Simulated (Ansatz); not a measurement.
Starting cell, Ag (fcc, Cu type):

```yaml
crystal:
  lattice:
    - [4.10519, 0.00000, 0.00000]
    - [0.00000, 4.10519, 0.00000]
    - [0.00000, 0.00000, 4.10519]
  atoms:
    - { symbol: Ag, position: [0.00000, 0.00000, 0.00000] }
    - { symbol: Ag, position: [0.50000, 0.50000, 0.00000] }
    - { symbol: Ag, position: [0.50000, 0.00000, 0.50000] }
    - { symbol: Ag, position: [0.00000, 0.50000, 0.50000] }
```

In each cell atom 2 (Ag, nearest neighbour Ag at 2.903 Å; its periodic images, 4.1 Å or more away, move with it) moves by s·(0.577, 0.577, 0.577) (along Cartesian [111]), the rest being held.

Method: r2SCAN (plane waves to 500 eV, PAW, scalar-relativistic; Ansatz, a quantum-chemistry and plane-wave program). k mesh 9×9×9 (Γ-centred), Fermi-Dirac smearing 0.05 eV. The energy includes the smearing's −TS. Compression counts positive. With partly filled bands, energies and forces of such displacements shift with the k mesh and the smearing. F∥ is the force on the atom along that direction. On this mesh the relaxed cell isn't quite at rest: it carries a pressure of -0.1 GPa (compression positive) at the zero of the scan. Ag was relaxed with its symmetry unable to fall. The zero of ΔE is the undisplaced structure.

```
s (Å)   ΔE (meV/cell)  F∥ (eV/Å)  P (GPa)
------  -------------  ---------  -------
-0.290            227      1.692      2.2
-0.232            141      1.279      1.3
-0.174             77      0.916      0.7
-0.116             34      0.590      0.2
-0.058              8      0.289      0.0
0.000               0      0.000     -0.1
0.058               8     -0.289      0.0
0.116              34     -0.590      0.2
0.174              77     -0.916      0.7
0.232             141     -1.279      1.3
0.290             227     -1.692      2.2
```

Derived quantities:

- Energy at s = 0.290 Å: 227 meV/cell
- Force along the line at s = -0.290 Å: 1.69 eV/Å
- Symmetry of the curve: even: the same for both signs
- Shape of the curve: a single well with its minimum at or next to zero displacement
- Force constant k = d²E/ds² at s = 0 (finite differences): 4.95 eV/Å²
- Harmonic estimate at the end of the scan: ½ks² = 208 meV/cell against the computed 227 meV/cell, so the well is stiffer than harmonic there

(A displaced cell: forces are minus the slopes of the energy, force constants its curvatures, and phonons follow from these.)
